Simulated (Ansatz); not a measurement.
MoNaS$_{2}$:
```xyz
8
Lattice="3.3196 0.0000 0.0000 -1.6598 2.8748 0.0000 0.0000 0.0000 14.4236" Properties=species:S:1:pos:R:3 pbc="T T T"
S      1.6598     0.9583     9.2774
Mo     0.0000     1.9165    10.8177
S      1.6598     0.9583    12.3580
Na     0.0000     0.0000     0.0000
S      0.0000     1.9165     2.0656
Mo     1.6598     0.9583     3.6059
S      0.0000     1.9165     5.1462
Na     0.0000     0.0000     7.2118
```

Relaxed with r²SCAN+D4. Special points in fractions of this cell's reciprocal vectors: Γ (0.000, 0.000, 0.000); M (0.500, 0.000, 0.000); K (0.333, 0.333, 0.000); A (0.000, 0.000, 0.500); L (0.500, 0.000, 0.500); H (0.333, 0.333, 0.500).

### Question
List the band energies nearest the Fermi level at these points for DFT-r²SCAN+D4 with spin–orbit coupling in the program Ansatz with PAW potentials.

### Answer
In eV from the Fermi level; about four levels below and three above (degenerate sets whole), none deeper than 8.9 eV; points with the same levels are listed once.

| k | below | above |
|---|---|---|
| Γ | -2.40 -2.40 -1.62 -1.62 | 0.52 0.52 0.55 0.55 |
| M | -2.67 -2.67 -2.57 -2.57 | 0.28 0.28 0.28 0.28 |
| K | -0.42 -0.42 -0.41 -0.41 | 0.74 0.74 1.14 1.14 |
| A | -1.92 -1.92 -1.92 -1.92 | 0.54 0.54 0.54 0.54 |
| L | -2.62 -2.62 -2.62 -2.62 | 0.28 0.28 0.28 0.28 |
| H | -0.42 -0.42 -0.41 -0.41 | 0.92 0.92 0.95 0.95 |

Space group P6_3/mmc. A made-up cell: these elements were put on the sites of a structure type; neither database checked (COD, Materials Project) lists it. Whether it is the stable phase at ambient conditions was not checked. The cell was relaxed with r²SCAN+D4 under the symmetry of its start; its stability against distortions is not shown here. No spin polarisation was allowed.

Potentials: the later of the program's two PAW sets.
